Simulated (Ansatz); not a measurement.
This cell of Ta (bcc, W type) is off equilibrium:

```yaml
crystal:
  lattice:
    - [-1.69287, 1.69287, 1.69287]
    - [1.69287, -1.69287, 1.69287]
    - [1.69287, 1.69287, -1.69287]
  atoms:
    - { symbol: Ta, position: [0.00000, 0.00000, 0.00000] }
```

Level of theory: r2SCAN (plane waves to 500 eV, PAW, scalar-relativistic; Ansatz, a quantum-chemistry and plane-wave program). k mesh 20×20×20 (Γ-centred), Fermi-Dirac smearing 0.05 eV. E stands for the smeared free energy. Stress and pressure are positive under compression. Spin-orbit coupling is left out, though Ta is heavy. Ta is run without spin polarisation. Ta was relaxed with its symmetry unable to fall. The PAW data are Ansatz's earlier set.

What is the stress tensor (GPa)?


```
  -12.8      0.0      0.0
    0.0    -12.8      0.0
    0.0      0.0    -12.8
```
The pressure, a third of the trace, is -12.8 GPa.

It is the relaxed cell scaled evenly to V/V₀ = 1.075, atoms relaxed where free. What is its energy relative to the relaxed cell?

57 meV/atom.

(A scan under strain: stresses follow from slopes of the energy per volume, elastic moduli from its curvatures.)
